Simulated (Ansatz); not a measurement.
One crystal and one scan (energy against volume) at two levels, r2SCAN+rVV10 (plane waves to 500 eV, PAW, scalar-relativistic; Ansatz, a quantum-chemistry and plane-wave program) and PBE-D3(BJ) (plane waves to 420 eV, PAW, scalar-relativistic; Ansatz), each from its own relaxed cell and on its own mesh. The cell shown is that of r2SCAN+rVV10.

C (graphite type, space group P6_3/mmc)

```
C
1.0
    2.45536     0.00000     0.00000
   -1.22768     2.12640     0.00000
    0.00000     0.00000     6.67065
C
4
Cartesian
  0.00000   0.00000   1.66766
  0.00000   0.00000   5.00299
  0.00000   1.41760   1.66766
  1.22768   0.70880   5.00299
```

This relaxed cell (volume V₀) is scaled evenly in all directions, its shape held. Symmetry pins the atoms to their sites.

E stands for the smeared free energy. C was relaxed with its symmetry unable to fall. With the shape held, the modulus is that of even scaling; a crystal free to change shape is softer. Percentages come from the unrounded values. Both scans cover V/V₀ from 0.840 to 1.160.

Results of r2SCAN+rVV10:

| Property | Value |
|---|---|
| Lattice constant a (Å) | 2.455 |
| Lattice constant c (Å) | 6.671 |
| Relaxed volume (Å³/atom) | 8.71 |
| Pressure at the smallest volume (GPa) | 68.9 |
| Energy cost of the largest compression (meV/atom) | 263 |
| Bulk modulus at fixed cell shape B₀ (third-order Birch-Murnaghan fit) (GPa) | 290.7 |

Q: Estimate the PBE-D3(BJ) values.

A: 
```csv
quantity,PBE-D3(BJ),r2SCAN+rVV10 − PBE-D3(BJ)
Lattice constant a (Å),2.465,-0.010 (-0.4 %)
Lattice constant c (Å),6.730,-0.059 (-0.9 %)
Relaxed volume (Å³/atom),8.85,-0.14 (-1.7 %)
Pressure at the smallest volume (GPa),68.0,+0.9 (+1.2 %)
Energy cost of the largest compression (meV/atom),271,-8 (-3 %)
Bulk modulus at fixed cell shape B₀ (third-order Birch-Murnaghan fit) (GPa),290.5,+0.2
```

r2SCAN+rVV10 gives the lower value for: lattice constant a; lattice constant c; relaxed volume; energy cost of the largest compression. They agree on: pressure at the smallest volume (within 1.5 %); bulk modulus at fixed cell shape B₀ (within 1.5 %).

(A scan under strain: stresses follow from slopes of the energy per volume, elastic moduli from its curvatures.)
